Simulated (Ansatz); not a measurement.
Al:
```
Al
1.0
   -1.59418     1.59418     1.59418
    1.59418    -1.59418     1.59418
    1.59418     1.59418    -1.59418
Al
1
Direct
  0.00000   0.00000   0.00000
```

Relaxed with r²SCAN. Special points in fractions of this cell's reciprocal vectors: Γ (0.000, 0.000, 0.000); H (0.500, -0.500, 0.500); N (0.000, 0.000, 0.500); P (0.250, 0.250, 0.250).

**Question.** List the band energies nearest the Fermi level at these points for DFT-r²SCAN in the program Ansatz with PAW potentials.

**Answer.** In eV from the Fermi level; about four levels below and three above (degenerate sets whole), none deeper than 8.9 eV; … stands for higher levels left out; points with the same levels are listed once.

```json
[
 {"k": "Γ", "below": "–", "above": "14.07 14.07 14.07"},
 {"k": "H", "below": "–", "above": "2.01 2.01 2.01"},
 {"k": "N", "below": "-4.82 -4.05", "above": "8.68 8.95 …"},
 {"k": "P", "below": "-1.21 -1.21 -1.21", "above": "0.87 …"}
]
```

Space group Im-3m (bcc (W type)). The workflow started from a Materials Project entry (that database holds measured and hypothetical structures alike); the Crystallography Open Database copy checked does not list it. It is not the phase usual at ambient conditions (space group No. 225). Symmetry was held in the r²SCAN relaxation. At this level the phase is mechanically unstable.

Potentials: the later of the program's two PAW sets.
